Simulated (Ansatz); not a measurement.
YAl₂ (cubic Laves (MgCu2 type), Fd-3m) at seven volumes, the program Ansatz at the r²SCAN level (PAW), scaled uniformly. One row is withheld.

```
V (Å³/atom)  P (GPa)
-----------  -------
18.377          9.64
18.982          5.94
19.588          2.75
20.194         -0.01
20.800         -2.38
21.406             ?
22.011         -6.18
```

### Question
Fit the shown pressures and predict the withheld one.

### Answer
Third-order Birch–Murnaghan: P = (3/2)B₀(x^(7/2) − x^(5/2))[1 + (3/4)(B′ − 4)(x − 1)] with x = (V₀/V)^(2/3). Least squares on the six rows gives V₀ = 20.193 Å³/atom, B₀ = 84.99 GPa, B′ = 3.94. At V = 21.406, x = 0.9619 and P = -4.42 GPa. The run itself gave -4.42 GPa.

The workflow started from a Materials Project entry (that database holds measured and hypothetical structures alike); the Crystallography Open Database copy checked does not list it. Whether it is the stable phase at ambient conditions was not checked. The r²SCAN relaxation kept the symmetry of its start; its stability against distortions is not shown here. No spin polarisation was allowed.

Potentials: the later of the program's two PAW sets.
